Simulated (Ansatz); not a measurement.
Values for one crystal, relaxed and computed with plane-wave PAW r²SCAN (Ansatz code); other levels are named.

```yaml
volume_per_atom: 29.59 Å³
electronic_character: metallic (no gap)
Density of states at the Fermi level: 2.3 states/eV per atom (mean over ±0.08 eV)
Pressure derivative B′: 2.4
Bulk modulus (Birch–Murnaghan fit): 37.5 GPa
Gap with spin–orbit coupling: none (metallic)
```

Question: Which of these materials gives this?
A) Sn, diamond
B) La, diamond
C) Ga, diamond
D) Zr, diamond

Answer: D, Zr, diamond

Space group Fd-3m (diamond). The start of the workflow was typed in or built on a structure type; neither database checked (COD, Materials Project) lists it. It is not the phase usual at ambient conditions (space group No. 194). The r²SCAN relaxation kept the symmetry of its start; its stability against distortions is not shown here. The run is not spin-polarised. The volume moved by -20 % from the start of the relaxation. Scalar-relativistic: spin–orbit coupling is off unless named, which matters more the heavier the elements.

Potentials: the earlier of the program's two PAW sets.
